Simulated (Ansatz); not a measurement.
## Trial structures of GeSbTe3: starts and ends

Theory: DFT PBE, scalar-relativistic, plane waves, PAW (Ansatz). Settings: cutoff 420 eV, Γ-centred meshes spaced at most about 0.3 Å⁻¹, and about 0.25 Å⁻¹ or finer for metals (2π included), Gaussian smearing. No spin polarisation in the final relaxations.

Each guess was relaxed in cell and atoms at zero pressure, within the symmetry of its start. Temperature and zero-point effects are left out. Coordination counts all near atoms (for each partner element, those within 1.25 times its shortest distance or 1.15 times the sum of covalent radii, where it is the nearest in units of that sum or under 1.3; a plus sign parts groups by distance over the sum of covalent radii; the shortest distance is added where it exceeds 1.18 times the sum of covalent radii; a slash parts the counts of unlike sites).

| guess | made from | start group | V start (Å³/atom) | end group | V end (Å³/atom) | coordination at the end | gap on mesh (eV) | E over the lowest end (meV/atom) |
| --- | --- | --- | --- | --- | --- | --- | --- | --- |
| 1 | random cell | Pmmm | 36.4 | ? | ? | ? | ? | ? |
| 2 | random cell | P4/mmm | 32.3 | P4/mmm | 38.8 | Ge 6, Sb 4, Te 2/4 | 0 | 383 |
| 3 | random cell | P6/mmm | 37.5 | P6/mmm | 39.6 | Ge 2, Sb 8, Te 6 | 0 | 649 |
| 4 | a Materials Project cell | R3m | 30.3 | R3m | 31.1 | Ge 6, Sb 6, Te 3/6 | 0 | 0 |

Guess 1 as it starts:

```
CELL_PARAMETERS angstrom
4.15380 0.00000 0.00000
0.00000 5.80585 0.00000
0.00000 0.00000 7.54631
ATOMIC_POSITIONS crystal
Ge 0.00000 0.50000 0.00000
Sb 0.50000 0.00000 0.00000
Te 0.50000 0.00000 0.28652
Te 0.50000 0.00000 0.71348
Te 0.00000 0.50000 0.50000
```

Task: Predict the end of this guess and its energy over the lowest end.

Result: It ends in space group P4/mmm (No. 123), with a = 4.115 Å, c = 9.117 Å, 30.9 Å³/atom and no gap. It lies 0.43 eV/atom over the lowest end, above guess 2 and below guess 3. Counting all near atoms, this end has Ge 4, Sb 6, Te 6/8+4 from 3.3 Å and the lowest (guess 4) has Ge 6, Sb 6, Te 3/6.

```cif
data_structure
_symmetry_space_group_name_H-M 'P 1'
_symmetry_Int_Tables_number 1
_cell_length_a 4.1152
_cell_length_b 4.1152
_cell_length_c 9.1167
_cell_angle_alpha 90.000
_cell_angle_beta 90.000
_cell_angle_gamma 90.000
_cell_volume 154.39
loop_
_atom_site_label
_atom_site_type_symbol
_atom_site_fract_x
_atom_site_fract_y
_atom_site_fract_z
_atom_site_occupancy
Ge1 Ge 0.00000 0.00000 0.00000 1
Sb1 Sb 0.50000 0.50000 0.00000 1
Te1 Te 0.50000 0.50000 0.32726 1
Te2 Te 0.50000 0.50000 0.67274 1
Te3 Te 0.00000 0.00000 0.50000 1
```

Energies over the elements count from the elements' standard structures at the same level, with no fitted energy shifts.

Task: Is the lowest end bound against the elements?

Result: Yes: its formation energy is −0.07 eV/atom. It lies below the elements, which doesn't yet make it stable against other compounds or structures.

Weakly bound directions are ill-defined at this level, which has no dispersion term (R3m), and this can change margins and order among such cells. These runs have no spin–orbit coupling, which can matter for Sb and Te. In R3m, P4/mmm at 38.8 Å³/atom, P4/mmm at 30.9 Å³/atom, P6/mmm an odd number of electrons in the primitive cell allows no gap without spin; a larger cell or a magnetic state could open one. A magnetic state wasn't ruled out in cells without spin, among them R3m, P4/mmm at 38.8 Å³/atom, P4/mmm at 30.9 Å³/atom, P6/mmm. The reference form of Te is held partly by dispersion forces, which this level lacks. Cells relaxed within their symmetry can be saddle points. Some types were kept out of the candidates beforehand, so the set may lack a known form.
